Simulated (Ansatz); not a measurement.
V₂N₃: energy along a strain

V₂N₃, P-3m1, a = 2.780 Å, c = 6.196 Å. The structure is a Materials Project entry; whether it is the stable form wasn't checked. Ansatz: PBEsol, PAW, 420 eV, Γ-centred 18×18×8 mesh on 5 atoms, Gaussian smearing 0.15 eV; no spin polarisation. Cell vectors (Å): 2.780 0.000 0.000; -1.390 2.407 0.000; 0.000 0.000 6.196. The cell is strained by x per cent times the pattern (0 1 0 0 0 0) in the order xx yy zz yz xz xy (engineering shears), with fractional coordinates held. y is the free energy over the start, V0 = 8.293 Å³/atom.

```tsv
x (%)	y (meV/atom)
-2.00	6.14
-1.50	3.45
-1.00	1.54
-0.50	0.39
0.00	0.00
0.50	0.34
1.00	1.37
1.50	3.08
1.75	4.19
2.00	?
```

Task: Fit y = c1 x + c2 x² + c3 x³ to the other rows, get the stiffness along the pattern, and predict the missing energy.

Result: Least squares on the rows shown. y = −0.05595 x + 1.451 x² − 0.02871 x³. The clamped-ion stiffness p·C·p = 2 × 14.51 eV × 160.2 / 8.293 Å³ = 561 GPa, which is C22 in these axes; c1 is there for the stress left in the start, which by itself gives a slope of -0.06 meV/atom per %. At x = 2.00 the fit asked for gives 5.46 meV/atom. The run gave 5.46 meV/atom, the same to the digits shown.

Spin polarisation was left out, and a magnetic state may lie lower.

Cost: 10 runs of about 4.3 core-minutes in all, on Oxide Virtual Turin-like Processor (Zen 5) (shared hosts).